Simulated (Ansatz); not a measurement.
One crystal and one scan (energy over volume and axial ratio) at two levels, PBE (plane waves to 420 eV, PAW, scalar-relativistic; Ansatz, an electronic-structure program) and r2SCAN (plane waves to 500 eV, PAW, scalar-relativistic; Ansatz), each from its own relaxed cell and on its own mesh.

The crystal is SiC (zinc blende); volume and axial ratio are varied about the relaxed values (subscript 0).

E stands for the smeared free energy. SiC was relaxed with its symmetry unable to fall.

| quantity | run 1 | run 2 |
|---|---|---|
| Lattice constant a (Å) | 4.356 | 4.380 |
| Band gap of the relaxed cell, no spin-orbit coupling (eV) | 1.71 | 1.37 |
| Shear modulus C′ = (C11 − C12)/2 (fit, atoms clamped) (GPa) | 140 | 128 |

Which run is which level?

Run 2 is PBE, run 1 is r2SCAN. PBE gives the higher value for: lattice constant a. PBE gives the lower value for: band gap of the relaxed cell, no spin-orbit coupling; shear modulus C′.

(A scan under strain: stresses follow from slopes of the energy per volume, elastic moduli from its curvatures.)
